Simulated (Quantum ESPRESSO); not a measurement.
One change at a time to Au3HfPdRu3

All numbers below are calculated, not measured. They come from Quantum ESPRESSO 7.5, a public plane-wave density functional program. Each row is one single-point run on a made-up periodic cell of eight metal atoms, with elements, volume, strain and displacements drawn at random and not relaxed, so a cell may be unstable or far from any real phase. There is no spin polarisation or spin-orbit coupling.

Settings: PBE unless stated; PseudoDojo standard norm-conserving files; Fermi-Dirac width 0.25 eV, which means electrons at about 2900 K; cutoff 1143 eV; 5 x 5 x 5 k mesh shifted half a step off Gamma. E is the free energy of the whole cell (internal energy minus TS), so a -TS column is already part of it. Stress is positive in tension, and the pressure P is minus a third of its trace.

Checks: one run of this series was repeated at a higher cutoff and on a denser mesh, which moved values by no more than 0.008 eV, 0.07 GPa and 0.003 eV/Å, and a second program with other atomic files agreed on it to 2 % rms in force and 0.5 GPa in pressure. Known limits: the tin pseudopotential is less sure than most, with forces differing by about three percent from a second method on plain tin; heavy elements are run without spin-orbit coupling, which real alloys of them have; a spin test at this wide smearing found no moment, but such smearing suppresses magnetism that the real alloy may have.

The lattice is hexagonal close-packed, and the cell vectors in Å are (0.012, 4.936, -0.022); (2.923, -0.014, 4.641); (2.823, 0.028, -4.580), a volume of 130.72 Å³ in run 1. The elements on sites 1 to 8 are Ru Ru Au Au Hf Ru Pd Au. Each later run makes one change to run 1 and keeps the rest. E is counted from run 1, and is n/a where other atomic files have another zero of energy.

| run | change | V (Å³) | P (GPa) | -TS (eV) | rms force (eV/Å) | largest change of a force component (eV/Å) | E (eV) |
|---|---|---|---|---|---|---|---|
| 1 | none | 130.72 | 1.30 | -1.746 | 0.633 | 0.000 | 0.000 |
| 2 | sites 3 and 6 exchanged | 130.72 | 1.35 | -1.851 | 0.619 | 0.588 | 0.017 |
| 3 | all lengths scaled by +1.50 % | 136.69 | -6.34 | -1.836 | 0.524 | 0.277 | ? |
| 4 | LDA in place of PBE | 130.72 | -12.82 | -1.750 | 0.536 | 0.273 | n/a |
| 5 | Sn on site 7 | 130.72 | 10.07 | -1.530 | 0.620 | 0.828 | n/a |
| 6 | site 5 moved by +0.08 Å along y | 130.72 | 1.42 | -1.742 | 0.659 | 0.553 | 0.010 |

## Worked estimate

Along a uniform scaling dE = -P dV. The mean of the two pressures is -2.520 GPa and the volume changes by 5.97 Å³, with 160.2 GPa to one eV/Å³. The same two rows give -V dP/dV = 171 GPa for this cell with clamped atoms, which is not the bulk modulus of a real alloy.

## Withheld value

Question: what E should run 3 give?

The estimate is 0.094 eV. The calculation gave 0.099 eV. The mean of two end points misses the curvature of P, and the finite cutoff adds a little.
